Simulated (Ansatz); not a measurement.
SiC in space group P6_3mc (No. 186; Pearson symbol hP16), DFT-r²SCAN in the program Ansatz with PAW potentials. The conduction-band minimum lies at M, with 3 equivalent valleys. Second derivatives d²E/dk² of the lowest band at one valley (eV·Å²), along Cartesian directions:

```csv
direction,d²E/dk²
[100],32.97
[010],13.80
[001],14.83
[110],23.40
[101],23.93
[011],14.32
```

### Question
Find the principal effective masses, the density-of-states mass and the conductivity mass.

### Answer
Off-diagonal terms follow from H_xy = H[110] − (H_xx + H_yy)/2, and m*/mₑ = 7.620 eV·Å² over each eigenvalue: 0.23, 0.51, 0.55. One valley's DOS mass (m₁m₂m₃)^(1/3) = 0.40, conductivity mass 3/(Σ 1/mᵢ) = 0.37 mₑ.

### Question
What effective density of states Nc follows at 300 K for parabolic valleys?

### Answer
Nc = 2.509e19 × 3 × (0.40)^(3/2) ≈ 1.9e19 cm⁻³.

The first step of the workflow began from a Materials Project structure, measured or hypothetical. Its sites differ from those of the usual phase in this space group: another stacking or structure type. Symmetry was held in the r²SCAN relaxation; whether a distortion lowers the energy is not shown.

Potentials: the later of the program's two PAW sets.

Edges and masses are those of Kohn–Sham bands, whose gap is no quasiparticle gap.
